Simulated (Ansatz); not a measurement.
## Al$_{3}$Co$_{2}$Ni (P-3m1)

These are results of Ansatz, DFT PBE, scalar-relativistic, plane waves, PAW, not measurements.

Cutoff 420 eV; k points 12×12×8 on the computed 6-atom cell (Γ-centred); Gaussian smearing, width 0.10 eV; collinear spin from starting moments 0.0 0.0 0.0 0.6 0.6 0.3 μB.

The structure is relaxed at this level of theory with its symmetry kept, and needn't be the ground state of this composition.

Space group P-3m1 (No. 164), trigonal, a = 4.063 Å, c = 4.972 Å. Around Al on a site of symmetry -3m lie 2 Ni at 2.49 Å, 6 Co at 2.49 Å and 6 Al at 2.86 Å; around Al on a site of symmetry 3m lie 5 Co at 2.47–2.50 Å, 3 Ni at 2.49 Å and 6 Al at 2.86–2.89 Å; Co has 8 Al at 2.47–2.50 Å, 3 Ni at 2.87 Å and 3 Co at 2.88 Å; Ni is surrounded by 8 Al at 2.49 Å and 6 Co at 2.87 Å.

```json
{
 "Volume per atom": "79.9 bohr³",
 "Formation energy from the elements' standard states (uncorrected)": "-0.590 eV/atom",
 "Kohn–Sham band gap": "none (metal)",
 "Density of states at the Fermi level": "1.9 states/eV per cell",
 "Orbital (Löwdin) character within 0.5 eV of the Fermi level": "Co 3d 56 %, Al 3p 20 %, Ni 3d 15 %",
 "Bader charge by site (e)": "Al (1 in the cell) 1.77, Al (2 in the cell) 1.75, Co (2 in the cell) -1.81, Ni (1 in the cell) -1.65",
 "Total moment": "1.25 μB per cell",
 "Moment by site (μB)": "Co4 0.56, Co5 0.56, Ni6 0.24"
}
```

Only this magnetic start was tried.

The cell was found from a structure generator's guess, not taken from experiment. Löwdin shares on free-atom orbitals overweight diffuse shells.
